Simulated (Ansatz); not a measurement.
Method: Ansatz, DFT PBEsol, scalar-relativistic, plane waves, PAW.

Structure of CuAu:

```yaml
crystal:
  lattice:
    - [2.83427, 0.00000, 0.00000]
    - [0.00000, 2.83427, 0.00000]
    - [0.00000, 0.00000, 3.53834]
  atoms:
    - { symbol: Cu, position: [0.50000, 0.50000, 0.50000] }
    - { symbol: Au, position: [0.00000, 0.00000, 0.00000] }
```

Settings: cutoff 420 eV, Γ-centred mesh 14×14×12 on the computed 2-atom cell, Gaussian smearing of 0.10 eV; no spin polarisation.

Levels along Γ–X–M–Γ–Z–R–A–Z | X–R | M–A, in eV from the Fermi level, sorted by energy at each point. Points in fractions of the primitive reciprocal vectors: Γ (0.000 0.000 0.000), X (0.000 0.500 0.000), M (0.500 0.500 0.000), Z (0.000 0.000 0.500), R (0.000 0.500 0.500), A (0.500 0.500 0.500).
```
point k (1/Å, with 2π) band 16  band 17  band 18  band 19  band 20  band 21  band 22
    Γ             0.000    -2.10    -1.69    -1.47    -1.47     2.73     9.13     9.43
    -             0.158    -2.11    -1.75    -1.64    -1.50     3.06     8.32     9.50
    -             0.317    -2.13    -2.02    -1.90    -1.58     3.90     6.70     9.51
    -             0.475    -2.40    -2.11    -2.09    -1.71     4.89     5.04     9.53
    -             0.633    -2.70    -2.26    -1.99    -1.88     3.15     6.35     9.58
    -             0.792    -2.91    -2.40    -2.06    -1.75     1.60     7.77     9.72
    -             0.950    -3.02    -2.48    -2.22    -1.39     0.34     9.21     9.94
    X             1.108    -3.07    -2.51    -2.29    -1.01    -0.35    10.07    10.16
    -             1.267    -2.69    -2.48    -2.24    -0.98    -0.33    10.14    10.32
    -             1.425    -2.38    -2.26    -2.11    -0.88    -0.27    10.36    10.78
    -             1.583    -2.23    -1.91    -1.91    -0.70    -0.18     9.84    10.69
    -             1.742    -1.99    -1.70    -1.64    -0.43    -0.06     8.22     9.35
    -             1.900    -1.84    -1.50    -1.46    -0.13     0.08     6.65     8.00
    -             2.058    -1.77    -1.37    -1.35     0.14     0.20     5.37     7.06
    M             2.217    -1.72    -1.32    -1.32     0.25     0.25     4.84     6.71
    -             2.441    -1.79    -1.47    -1.32    -0.89     1.09     5.44     7.61
    -             2.665    -2.00    -1.86    -1.85    -1.34     2.57     5.74    10.00
    -             2.889    -2.31    -2.23    -1.97    -1.38     4.20     5.95     8.44
    -             3.113    -2.46    -2.34    -2.07    -1.41     5.87     6.38     6.57
    -             3.337    -2.44    -2.13    -2.08    -1.44     4.79     7.16     7.50
    -             3.561    -2.12    -1.84    -1.80    -1.46     3.35     8.26     8.85
    Γ             3.784    -2.10    -1.69    -1.47    -1.47     2.73     9.13     9.43
    -             3.911    -2.12    -1.70    -1.51    -1.51     2.29     9.57     9.57
    -             4.038    -2.16    -1.75    -1.65    -1.65     1.26     9.97     9.97
    -             4.165    -2.24    -1.84    -1.84    -1.81     0.06    10.60    10.60
    -             4.292    -2.36    -2.05    -2.05    -1.90    -1.09    11.43    11.43
    -             4.419    -2.64    -2.25    -2.25    -1.98    -1.95    12.42    12.42
    -             4.545    -2.88    -2.40    -2.40    -2.24    -2.05    13.51    13.51
    Z             4.672    -2.86    -2.45    -2.45    -2.30    -2.08    14.04    14.42
    -             4.831    -3.08    -2.37    -2.28    -2.23    -2.04    12.79    13.16
    -             4.989    -2.96    -2.16    -2.04    -2.03    -1.95    10.93    11.08
    -             5.147    -2.83    -1.90    -1.85    -1.82    -1.74     8.96     9.11
    -             5.306    -2.73    -1.71    -1.69    -1.63    -1.47     6.91     7.44
    -             5.464    -2.53    -1.61    -1.58    -1.39    -1.27     5.01     6.02
    -             5.622    -2.05    -1.56    -1.50    -1.24    -1.18     3.44     5.02
    R             5.781    -1.80    -1.54    -1.48    -1.19    -1.18     2.73     4.65
    -             5.939    -2.07    -1.96    -1.80    -0.45    -0.43     2.75     4.64
    -             6.097    -2.55    -1.97    -1.81     0.58     0.58     2.79     4.62
    -             6.256    -2.43    -1.99    -1.82     1.68     1.71     2.89     4.61
    -             6.414    -2.30    -2.00    -1.81     2.88     2.89     3.12     4.66
    -             6.572    -2.21    -1.97    -1.79     3.57     4.06     4.16     4.79
    -             6.731    -2.17    -1.85    -1.74     4.40     5.01     5.07     5.51
    A             6.889    -2.16    -1.77    -1.72     5.14     5.53     5.53     5.97
    -             7.113    -2.17    -1.94    -1.77     3.35     4.35     5.88     6.05
    -             7.337    -2.23    -2.19    -1.90     1.37     2.54     6.56     7.36
    -             7.561    -2.34    -2.32    -2.11     0.06     0.93     7.77     8.66
    -             7.785    -2.40    -2.38    -2.34    -0.78    -0.36     9.35     9.55
    -             8.009    -2.70    -2.43    -2.28    -1.45    -1.33    10.95    11.10
    -             8.233    -3.05    -2.45    -2.24    -2.05    -1.94    12.64    12.87
    Z             8.457    -2.86    -2.45    -2.45    -2.30    -2.08    14.04    14.42
    X             8.457    -3.07    -2.51    -2.29    -1.01    -0.35    10.07    10.16
    -             8.584    -3.04    -2.41    -2.25    -1.01    -0.36     9.14     9.37
    -             8.710    -2.98    -2.19    -2.13    -1.00    -0.37     7.58     8.23
    -             8.837    -2.87    -1.97    -1.97    -1.00    -0.41     6.08     7.13
    -             8.964    -2.71    -1.80    -1.76    -1.00    -0.49     4.74     6.15
    -             9.091    -2.39    -1.67    -1.61    -1.04    -0.67     3.67     5.36
    -             9.218    -1.98    -1.57    -1.51    -1.12    -0.96     2.97     4.83
    R             9.345    -1.80    -1.54    -1.48    -1.19    -1.18     2.73     4.65
    M             9.345    -1.72    -1.32    -1.32     0.25     0.25     4.84     6.71
    -             9.471    -1.72    -1.57    -1.57     0.59     0.59     4.85     6.62
    -             9.598    -1.81    -1.78    -1.72     1.30     1.30     4.90     6.39
    -             9.725    -1.89    -1.78    -1.72     2.16     2.16     4.98     6.06
    -             9.852    -1.98    -1.78    -1.72     3.10     3.10     5.13     5.71
    -             9.979    -2.07    -1.77    -1.72     4.08     4.08     5.36     5.41
    -            10.106    -2.13    -1.77    -1.72     5.01     5.01     5.21     5.69
    A            10.232    -2.16    -1.77    -1.72     5.14     5.53     5.53     5.97
```

Spin-orbit coupling is left out, which matters for the bands of heavy elements.

Cost: 1 run of about 0.6 core-minutes, on Arm Neoverse V2 (shared hosts).